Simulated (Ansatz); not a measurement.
AlAu:
```xyz
8
Lattice="6.3086 0.0000 0.0000 0.0000 3.3575 0.0000 -0.3427 0.0000 6.3853" Properties=species:S:1:pos:R:3 pbc="T T T"
Al     3.1611     2.5181     5.2384
Al     2.8048     0.8394     1.1469
Al     5.6760     2.5181     2.0333
Al     0.2899     0.8394     4.3519
Au     1.7872     2.5181     3.0214
Au     4.1787     0.8394     3.3639
Au     1.1738     2.5181     0.0410
Au     4.7921     0.8394     6.3443
```

Relaxed with PBEsol. Special points in fractions of this cell's reciprocal vectors: Γ (0.000, 0.000, 0.000); Z (0.000, 0.500, 0.000); D (0.000, 0.500, 0.500); B (0.000, 0.000, 0.500); A (-0.500, 0.000, 0.500); E (-0.500, 0.500, 0.500); C2 (-0.500, 0.500, 0.000); Y2 (-0.500, 0.000, 0.000).

Q: List the band energies nearest the Fermi level at these points for PBEsol in the plane-wave PAW code Ansatz.

A: In eV from the Fermi level; about four levels below and three above (degenerate sets whole), none deeper than 8.9 eV; points with the same levels are listed once.

```tsv
k	below	above
Γ	-3.52 -2.60 -1.99 -1.58	1.30 2.19 4.14
Z	-1.72 -1.72 -1.05 -1.05	1.83 1.83 2.37 2.37
D	-2.03 -2.03 -1.40 -1.40	0.90 0.90 0.97 0.97
B	-3.92 -3.86 -0.60 -0.50	2.74 3.13 3.53
A	-4.26 -1.26 -0.91 -0.43	0.73 1.31 1.76
E	-3.22 -3.22 -3.02 -3.02	2.67 2.67 3.13 3.13
C2	-1.96 -1.96 -1.14 -1.14	1.97 1.97 2.60 2.60
Y2	-3.47 -3.20 -0.57 -0.45	2.84 3.50 3.68
```

Space group P2_1/m. The workflow started from a Materials Project entry (that database holds measured and hypothetical structures alike); the Crystallography Open Database copy checked does not list it. Its standing as an ambient phase is unchecked. The PBEsol relaxation kept the symmetry of its start; whether a distortion lowers the energy is not shown. Spin–orbit coupling is left out wherever it is not named.

Potentials: the later of the program's two PAW sets.
